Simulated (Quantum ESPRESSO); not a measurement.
```
CELL_PARAMETERS angstrom
      0.00000     4.35663     4.35663
      4.35663     0.00000     4.35663
      4.35663     4.35663     0.00000
ATOMIC_POSITIONS crystal
  Li 0.50000 0.50000 0.50000
  F  0.74819 0.25181 0.25181
  F  0.25181 0.74819 0.74819
  F  0.25181 0.74819 0.25181
  F  0.74819 0.25181 0.74819
  F  0.25181 0.25181 0.74819
  F  0.74819 0.74819 0.25181
  Rb 0.75000 0.75000 0.75000
  Rb 0.25000 0.25000 0.25000
  Y  0.00000 0.00000 0.00000
```

The geometry is that of Materials Project entry mp-1110649, symmetrised and not relaxed again.

### Question
What does PBEsol (pw.x of Quantum ESPRESSO, ONCV potentials, without SOC) give for the electronic structure near the Fermi level?

### Answer
The PBEsol gap is direct, 6.74 eV at Γ. Another valence extremum on the path lies within 0.02 eV, too close to call. 

The structure is a Materials Project entry; no match was found in the copy of COD used, and its stability was not checked.
